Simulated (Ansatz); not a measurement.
Zone-centre phonons of PtSe$_{2}$ at 35 GPa: input and output

Theory: DFT LDA, scalar-relativistic, plane waves, PAW (Ansatz 0.2.0).

Launched with:
```bash
ansatz run input.yaml --threads 1 --pin off --max-ram 3072MiB --backend cpu --events-out ev --progress --plain --runs-dir out
```

Input (bare energies are in eV):
```yaml
crystal:
  lattice:
    - [3.5924852702, 0.0, 0.0]
    - [-1.7962426351, 3.1111835067, 0.0]
    - [0.0, 0.0, 4.1180988208]
  atoms:
    - { symbol: Pt, position: [0.0, 0.0, 0.0] }
    - { symbol: Se, position: [0.3333333333, 0.6666666667, 0.2951636713] }
    - { symbol: Se, position: [0.6666666667, 0.3333333333, 0.7048363287] }
basis:
  ecutwfc: 420
kpoints:
  mp_grid: { grid: [12, 12, 8] }
hamiltonian:
  xc: lda
scf:
  occupations: { method: fermi_dirac, width: 0.15 }
output:
  eigenvalues: true
phonons:
  method: dfpt
  eigenvectors: true
```

The end of the output:
```
--- Phonons (Γ-DFPT): 4 representative perturbations + reference, on 320 of 1152 k-points (Σ response iterations 12) ---
  k mesh reduced under 2 symmetry operations, with k and −k counted as one. Each operation leaves every solved perturbation unchanged. A smaller set is not used because it would not reduce the number of displacements ...
  ASR residual: 8.590e-4 → 0.000e0 eV/Å²; symmetrization residual: 1.757e-5 eV/Å²
  ASR residual per site (eV/Å²): 8.59e-4 1.10e-4 1.10e-4
  Γ frequencies (cm⁻¹): 0.00 0.00 0.00 206.72 206.72 256.09 275.08 275.08 287.45
  non-analytic LO–TO correction: not included (Born effective charges unavailable; polar crystals: no LO–TO splitting at Γ)
```

Time: 2.5 min on 1 thread of AMD EPYC 7R43 64-Core Processor (Zen 3), with other jobs on the host, peak memory 1.6 GiB.

In a metal, frequencies and elastic constants depend on the k mesh and the smearing, soft modes and shear constants most. Spin–orbit coupling is left out, which matters for heavy elements. Other phases may be more stable at this pressure. A semilocal functional can close a gap that the real compound has.